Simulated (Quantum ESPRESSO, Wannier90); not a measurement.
Tight-binding from DFT: MgNi3C (anti-perovskite)

```
begin unit_cell_cart
ang
    3.7835900000    0.0000000000    0.0000000000
    0.0000000000    3.7835900000    0.0000000000
    0.0000000000    0.0000000000    3.7835900000
end unit_cell_cart
begin atoms_frac
Mg   0.0000000000  0.0000000000  0.0000000000
Ni   0.0000000000  0.5000000000  0.5000000000
Ni   0.5000000000  0.0000000000  0.5000000000
Ni   0.5000000000  0.5000000000  0.0000000000
C    0.5000000000  0.5000000000  0.5000000000
end atoms_frac
```

Materials Project entry mp-10700; symmetrised, unrelaxed at this level. COD (Crystallography Open Database) has an entry of this formula and space group (matched by these alone). Computed values, not measurements, from PBEsol: Quantum ESPRESSO (norm-conserving PseudoDojo potentials, cutoff 79 Ry, spinors with spin-orbit coupling, ferromagnetic start along z) on a Γ-centred 4×4×4 mesh, then Wannier90. Density: 12×12×12 mesh, cold smearing 0.01 Ry. Only the ferromagnetic state was computed; other magnetic orders were not tried.

A tight-binding model is made by disentanglement and projection with no localisation steps (num_iter = 0), so the 70 orbitals stay atom-like: hydrogen-like Mg: s;p; Ni: s;p;d; C: s;p, axes along x, y, z; frozen window up to 3.00 eV relative to the Fermi level. It follows pw.x to 9.2 meV rms for states up to 1.0 eV relative to the Fermi level. Matrix elements depend on this choice of orbitals and windows.

The 30 largest hoppings ⟨m,0|H|n,R⟩ between different sites (one of each Hermitian pair; signs follow the real orbitals' lobes; the list may end inside a set of equal values):

```
m             n      R  distance of the centres (Å)  t (eV)  Im t (eV)
------  -------  -----  ---------------------------  ------  ---------
C5 pz↓  Ni4 pz↓  0 0 0                         1.89   4.324      0.000
C5 pz↓  Ni4 pz↓  0 0 1                         1.89   4.324      0.000
C5 px↓  Ni2 px↓  0 0 0                         1.89   4.324      0.000
C5 py↓  Ni3 py↓  0 0 0                         1.89   4.324      0.000
C5 py↓  Ni3 py↓  0 1 0                         1.89   4.324      0.000
C5 px↓  Ni2 px↓  1 0 0                         1.89   4.324      0.000
C5 pz↑  Ni4 pz↑  0 0 0                         1.89   4.323      0.000
C5 px↑  Ni2 px↑  0 0 0                         1.89   4.323      0.000
C5 py↑  Ni3 py↑  0 0 0                         1.89   4.323      0.000
C5 pz↑  Ni4 pz↑  0 0 1                         1.89   4.323      0.000
C5 py↑  Ni3 py↑  0 1 0                         1.89   4.323      0.000
C5 px↑  Ni2 px↑  1 0 0                         1.89   4.323      0.000
C5 s↑   Ni2 px↑  0 0 0                         1.89  -3.788      0.000
C5 s↑   Ni3 py↑  0 0 0                         1.89  -3.788      0.000
C5 s↑   Ni3 py↑  0 1 0                         1.89   3.788      0.000
C5 s↑   Ni2 px↑  1 0 0                         1.89   3.788      0.000
C5 s↑   Ni4 pz↑  0 0 0                         1.89  -3.787      0.000
C5 s↑   Ni4 pz↑  0 0 1                         1.89   3.787      0.000
C5 s↓   Ni4 pz↓  0 0 0                         1.89  -3.786      0.000
C5 s↓   Ni4 pz↓  0 0 1                         1.89   3.786      0.000
C5 s↓   Ni2 px↓  0 0 0                         1.89  -3.786      0.000
C5 s↓   Ni3 py↓  0 0 0                         1.89  -3.786      0.000
C5 s↓   Ni3 py↓  0 1 0                         1.89   3.786      0.000
C5 s↓   Ni2 px↓  1 0 0                         1.89   3.786      0.000
C5 px↓   Ni2 s↓  0 0 0                         1.89   3.152      0.000
C5 px↓   Ni2 s↓  1 0 0                         1.89  -3.152      0.000
C5 py↓   Ni3 s↓  0 0 0                         1.89   3.152      0.000
C5 py↓   Ni3 s↓  0 1 0                         1.89  -3.152      0.000
C5 pz↓   Ni4 s↓  0 0 0                         1.89   3.152      0.000
C5 pz↓   Ni4 s↓  0 0 1                         1.89  -3.152      0.000
```
